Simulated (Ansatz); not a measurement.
Ni₃N:
```
Ni3N
1.0
    4.54734     0.00000     0.00000
   -2.27367     3.93812     0.00000
    0.00000     0.00000     4.23623
Ni N
6 2
Direct
  0.00000   0.67092   0.50000
  0.32908   0.00000   0.00000
  0.32908   0.32908   0.50000
  0.00000   0.32908   0.00000
  0.67092   0.00000   0.50000
  0.67092   0.67092   0.00000
  0.66667   0.33333   0.75000
  0.33333   0.66667   0.25000
```

Relaxed with PBEsol. Special points in fractions of this cell's reciprocal vectors: Γ (0.000, 0.000, 0.000); M (0.500, 0.000, 0.000); K (0.333, 0.333, 0.000); A (0.000, 0.000, 0.500); L (0.500, 0.000, 0.500); H (0.333, 0.333, 0.500).

**Question.** List the band energies nearest the Fermi level at these points for DFT-PBEsol in the program Ansatz with PAW potentials.

**Answer.** In eV from the Fermi level; about four levels below and three above (degenerate sets whole), none deeper than 8.9 eV; points with the same levels are listed once.

```tsv
k	below	above
Γ	-0.77 -0.77 -0.73 -0.15 -0.15	0.45 0.78 0.82 0.82
M	-0.55 -0.38 -0.26 -0.08	0.26 0.73 1.02
K	-0.63 -0.63 -0.05 -0.05 -0.02	0.77 0.77 1.71
A	-0.99 -0.99 -0.47 -0.47	0.57 0.57 1.04 1.04
L	-0.65 -0.65 -0.47 -0.47	1.05 1.05 2.44 2.44
H	-0.66 -0.66 -0.49 -0.49	1.23 1.23 2.72 2.72
```

Space group P6_322. The first step of the workflow began from a Materials Project structure, measured or hypothetical; the Crystallography Open Database copy checked does not list it. Its standing as an ambient phase is unchecked. The PBEsol relaxation kept the symmetry of its start; whether a distortion lowers the energy is not shown. No spin polarisation was allowed.

Potentials: the later of the program's two PAW sets.
